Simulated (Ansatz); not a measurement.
Calculated electric field gradients for La5Ge3O

The cell is a Materials Project structure (computed, not necessarily an observed phase), taken as it stands.

```
La Ge O
1.0
     8.98207    0.00000    0.00000
    -4.49104    7.77870    0.00000
     0.00000    0.00000    6.73989
La Ge O
10 6 2
Direct
  0.00000 0.77092 0.25000
  0.00000 0.22908 0.75000
  0.22908 0.22908 0.25000
  0.77092 0.77092 0.75000
  0.77092 0.00000 0.25000
  0.22908 0.00000 0.75000
  0.66667 0.33333 0.00000
  0.33333 0.66667 0.00000
  0.33333 0.66667 0.50000
  0.66667 0.33333 0.50000
  0.00000 0.39777 0.25000
  0.00000 0.60223 0.75000
  0.60223 0.60223 0.25000
  0.39777 0.39777 0.75000
  0.39777 0.00000 0.25000
  0.60223 0.00000 0.75000
  0.00000 0.00000 0.00000
  0.00000 0.00000 0.50000
```

Sites (sets of like atoms) are named by element and the number of their first atom in this list.

Method: Kohn–Sham DFT in Ansatz, r2SCAN, plane waves and PAW, scalar-relativistic, 500 eV cutoff, Γ-centred 5×5×5 k-points, Fermi–Dirac smearing 0.05 eV.

Conventions: |V_zz| ≥ |V_yy| ≥ |V_xx|, η = (V_xx − V_yy)/V_zz, C_Q = eQV_zz/h. Directions are in the Cartesian axes of the cell vectors above, for the atom listed; none is given where the gradient is under 0.02 or η is above 0.95.

```tsv
site	first atom	first shell	V_zz (10²¹ V/m²)	η	direction of V_zz (x, y, z)
La1	1	2 O at 2.66 Å, angle 79°	-5.68	0.77	0.87 0.50 0.00
La7	7	6 Ge at 3.23 Å; also 2 La at 3.37 Å	8.43	0.00	0.00 0.00 1.00
Ge	11	7 La at 3.11–3.35 Å; also 2 La at 3.69 Å	7.28	0.23	0.00 0.00 1.00
O	17	6 La at 2.66 Å	0.77	0.00	0.00 0.00 1.00
```

An axis of threefold or higher order runs through La7 and O, so V_zz lies along it and η is zero.

The run finds no gap above 0.1 eV (a metal, or nearly one), so the gradients can move by 10 % or more with the k-mesh. Without spin–orbit coupling (the program notes it for La) the gradients can shift somewhat, as the gap is small.
